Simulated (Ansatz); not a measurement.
Given:

CdS (zinc blende, F-43m), a = b = c = 5.9266 Å, α = β = γ = 90.00°; the cell used has 2 atoms.

This is the PBE-relaxed structure.

Task: All from the program Ansatz at the PBE level (PAW), unless another level is named. Give the formation energy from the elements (no fitted shifts).

Result: -64 kJ/mol of atoms.

Task: What about the electron effective mass with spin–orbit coupling?

Result: 0.12 mₑ (isotropic).

Task: Give the hole effective mass, band 3 of 3 at the edge.

Result: 0.13 along [100], 0.11 along [110], 0.11 along [111] (mₑ).

Task: Predict the weight of the valence-edge state by species (Voronoi cells).

Result: S 83 %, Cd 17 %.

The PBE relaxation kept the symmetry of its start; phonons on a q-mesh show no instability. The references are the lowest solids computed at this level, not always the standard phases. Spin–orbit coupling is left out wherever it is not named.

Potentials: the later of the program's two PAW sets.

Edges and masses are those of Kohn–Sham bands, whose gap is no quasiparticle gap.
